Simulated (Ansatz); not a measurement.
Relaxed-ion elastic tensor of AlBO₃ in space group R-3c (No. 167; Al on 6b, B on 6a, O on 18e) in GPa (Voigt order), PBEsol (plane waves, PAW; program Ansatz); density 3.59 g/cm³, 7.94 Å³ per atom.

```
      1      2     3      4     5     6
-  ----  -----  ----  -----  ----  ----
1   503    145  93.1   23.8   0.0   0.0
2   145    503  93.1  -23.8   0.0   0.0
3  93.1   93.1   328    0.0   0.0   0.0
4  23.8  -23.8   0.0    112   0.0   0.0
5   0.0    0.0   0.0    0.0   112  23.8
6   0.0    0.0   0.0    0.0  23.8   179
```

Question: Is the crystal mechanically stable?

Answer: Yes: the smallest eigenvalue of C is 105 GPa.

Question: Work out the Voigt, Reuss and Hill averages.

Answer: K_V = 222, K_R = 210, K_H = 216; G_V = 148, G_R = 136, G_H = 142 GPa.

Question: Give Young's modulus, Poisson's ratio, Pugh's ratio and the universal anisotropy index.

Answer: E = 9KG/(3K + G) = 349 GPa; ν = 0.23; K/G = 1.52 (brittle by the Pugh limit of 1.75); A_U = 5G_V/G_R + K_V/K_R − 6 = 0.46.

Question: Estimate the sound speeds and the Debye temperature.

Answer: v_l = √((K + 4G/3)/ρ) = 10600 m/s, v_t = √(G/ρ) = 6290 m/s, mean 6970 m/s; Θ = (h/k)(3n/4πV)^(1/3) v_m = 1040 K.

Question: Solve the Christoffel equation for the three sound speeds along x, y, z.

Answer: Eigenvalues of C_ijkl n_j n_l equal ρv². In km/s, slowest first: x 5.40, 7.21, 11.84; y 5.56, 7.06, 11.85; z 5.60, 5.60, 9.57.

Question: How much does each axis shrink under pressure?

Answer: Linear compressibilities β_i = Σ_j S_ij (j = 1 to 3): x 1.2, y 1.2, z 2.4 per TPa.

The workflow started from a Materials Project entry (that database holds measured and hypothetical structures alike); the Crystallography Open Database files this formula in space group No. 167, but the cells were not matched. Its standing as an ambient phase is unchecked. The PBEsol relaxation kept the symmetry of its start; phonons on a q-mesh show no instability.

Potentials: the later of the program's two PAW sets.
